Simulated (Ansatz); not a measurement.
SrZrO$_{3}$:
```yaml
crystal:
  lattice:
    - [2.93220, 1.69290, 4.76919]
    - [-2.93220, 1.69290, 4.76919]
    - [0.00000, -3.38581, 4.76919]
  atoms:
    - { symbol: Sr, position: [0.26627, 0.26627, 0.26627] }
    - { symbol: Sr, position: [0.76627, 0.76627, 0.76627] }
    - { symbol: Zr, position: [0.01145, 0.01145, 0.01145] }
    - { symbol: Zr, position: [0.51145, 0.51145, 0.51145] }
    - { symbol: O, position: [0.75425, 0.19117, 0.32715] }
    - { symbol: O, position: [0.32715, 0.75425, 0.19117] }
    - { symbol: O, position: [0.19117, 0.32715, 0.75425] }
    - { symbol: O, position: [0.82715, 0.69117, 0.25425] }
    - { symbol: O, position: [0.25425, 0.82715, 0.69117] }
    - { symbol: O, position: [0.69117, 0.25425, 0.82715] }
```

Plane-wave PAW PBE (Ansatz code) gives a gap of 3.73 eV without spin–orbit coupling, maximum off the standard path, at k = (-0.021, 0.479, 0.479), minimum at Γ.

What happens when spin–orbit coupling is switched on?

The gap shrinks by 0.01 eV, to 3.72 eV; maximum off the standard path, at k = (-0.031, 0.469, 0.469), minimum at Γ.

Space group R3c. The start of the workflow was typed in or built on a structure type; neither database checked (COD, Materials Project) lists it. COD files the formula under space group No. 62, 63, 221, so this cell is another polymorph or a model. Its standing as an ambient phase is unchecked. The PBE relaxation kept the symmetry of its start; its stability against distortions is not shown here. The run is not spin-polarised.

Potentials: the later of the program's two PAW sets.
